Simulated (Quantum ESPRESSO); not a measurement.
Field gradients of ZnF2 from PBE PAW (JTH datasets; density from pw.x of a modified build of Quantum ESPRESSO, gradients reconstructed from it by a script), 22.5 Ha, k-mesh 5×5×7 through Γ:

```
CELL_PARAMETERS angstrom
      4.70294     0.00000     0.00000
      0.00000     4.70294     0.00000
      0.00000     0.00000     3.13289
ATOMIC_POSITIONS crystal
  Zn 0.50000 0.50000 0.50000
  Zn 0.00000 0.00000 0.00000
  F  0.69686 0.69686 0.00000
  F  0.30314 0.30314 0.00000
  F  0.80314 0.19686 0.50000
  F  0.19686 0.80314 0.50000
```
The cell comes from the Materials Project (a computed structure). It is ZnF2 in P4₂/mnm; whether this form has been observed was not checked. Stability against distortions was not tested.

Vzz is the sum of three terms, each taken along its main axis: the smooth valence density, the ions (nucleus and frozen core) with the augmentation charges of all other spheres, and the all-electron minus smooth density in the atom's own sphere. The split hangs on the datasets.  Cores are frozen. Against all-electron runs on small test molecules, this scheme's |Vzz| missed by +4 % on Zn, −6 to +4 % (−29 % in KF) on F.

| site | smooth valence density | ions and other spheres | own sphere | Vzz (a.u.) |
|---|---|---|---|---|
| Zn (atoms 1, 2) | 0.097 | -0.102 | … | … |
| F (atoms 3, 4, 5, 6) | 0.069 | -0.231 | … | … |

Q: Some entries are withheld; supply them.

A: 
- Zn (atoms 1, 2), own sphere: 0.235
- Zn (atoms 1, 2), Vzz (a.u.): 0.229
- F (atoms 3, 4, 5, 6), own sphere: -0.776
- F (atoms 3, 4, 5, 6), Vzz (a.u.): -0.938
